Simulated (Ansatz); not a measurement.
Data:

LiCl:
```yaml
crystal:
  lattice:
    - [0.00000, 2.53237, 2.53237]
    - [2.53237, 0.00000, 2.53237]
    - [2.53237, 2.53237, 0.00000]
  atoms:
    - { symbol: Li, position: [0.00000, 0.00000, 0.00000] }
    - { symbol: Cl, position: [0.50000, 0.50000, 0.50000] }
```

This is the PBEsol-relaxed structure.

All from DFT-PBEsol in the program Ansatz with PAW potentials, unless another level is named. Give the Born charges (a third of the trace).

Li +1.17, Cl -1.17 e.

And the electronic dielectric constant ε∞ (DFPT)?

3.07.

Space group Fm-3m (rock salt). The PBEsol relaxation kept the symmetry of its start.

Potentials: the earlier of the program's two PAW sets. The files were generated under PBE; for other functionals the program regenerates the frozen cores, and for LDA and PBEsol the local potential too.
